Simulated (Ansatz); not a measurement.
MgTiNO:
```cif
data_Mg4N4O4Ti4
_chemical_formula_sum 'Ti4 N4 Mg4 O4'
_space_group_name_H-M_alt 'P4/nmm :1'
_space_group_IT_number 129
_space_group_name_Hall 'P 4ab 2ab -1ab'
_cell_length_a 2.97697
_cell_length_b 2.97697
_cell_length_c 17.05889
_cell_angle_alpha 90.000
_cell_angle_beta 90.000
_cell_angle_gamma 90.000
loop_
_space_group_symop_operation_xyz
  'x, y, z'
  '-y+1/2, x+1/2, z'
  '-x, -y, z'
  'y+1/2, -x+1/2, z'
  'x+1/2, -y+1/2, -z'
  '-y, -x, -z'
  '-x+1/2, y+1/2, -z'
  'y, x, -z'
  '-x+1/2, -y+1/2, -z'
  'y, -x, -z'
  'x+1/2, y+1/2, -z'
  '-y, x, -z'
  '-x, y, z'
  'y+1/2, x+1/2, z'
  'x, -y, z'
  '-y+1/2, -x+1/2, z'
loop_
_atom_site_label
_atom_site_type_symbol
_atom_site_symmetry_multiplicity
_atom_site_Wyckoff_symbol
_atom_site_fract_x
_atom_site_fract_y
_atom_site_fract_z
_atom_site_occupancy
Ti1 Ti 2 c 0.00000 0.50000 0.18260 1
N1 N 2 c 0.50000 0.00000 0.18861 1
Ti2 Ti 2 c 0.50000 0.00000 0.06222 1
N2 N 2 c 0.00000 0.50000 0.06224 1
Mg1 Mg 2 c 0.50000 0.00000 0.31483 1
O1 O 2 c 0.00000 0.50000 0.31509 1
Mg2 Mg 2 c 0.00000 0.50000 0.43836 1
O2 O 2 c 0.50000 0.00000 0.43835 1
```

Relaxed at zero pressure with DFT-r²SCAN in the program Ansatz with PAW potentials.

Problem. The volume is lowered by 6 % and shape and atoms relax at that volume. What pressure results, and how do the axes share the change?

Solution. 15.5 GPa; a -1.9 %, b -1.9 %, c -2.3 %; the energy rises by 26 meV/atom.

Problem. Give the new structure.

Solution. 
Space group P4/nmm, origin choice 1 (No. 129); a = b = 2.9205 Å, c = 16.6612 Å, α = β = γ = 90.00°

| atom | site | symmetry | x | y | z |
|---|---|---|---|---|---|
| Ti | 2c | 4mm | 0.0000 | 0.5000 | 0.1847 |
| N | 2c | 4mm | 0.5000 | 0.0000 | 0.1907 |
| Ti | 2c | 4mm | 0.5000 | 0.0000 | 0.0632 |
| N | 2c | 4mm | 0.0000 | 0.5000 | 0.0625 |
| Mg | 2c | 4mm | 0.5000 | 0.0000 | 0.3161 |
| O | 2c | 4mm | 0.0000 | 0.5000 | 0.3164 |
| Mg | 2c | 4mm | 0.0000 | 0.5000 | 0.4388 |
| O | 2c | 4mm | 0.5000 | 0.0000 | 0.4387 |

The phase is kept; no other phase was compared at this pressure.

The start of the workflow was typed in or built on a structure type; neither database checked (COD, Materials Project) lists it. Whether it is the stable phase at ambient conditions was not checked. Symmetry was held in the r²SCAN relaxation; whether a distortion lowers the energy is not shown. The workflow began spin-polarised and lost its moments.

Potentials: the earlier of the program's two PAW sets.
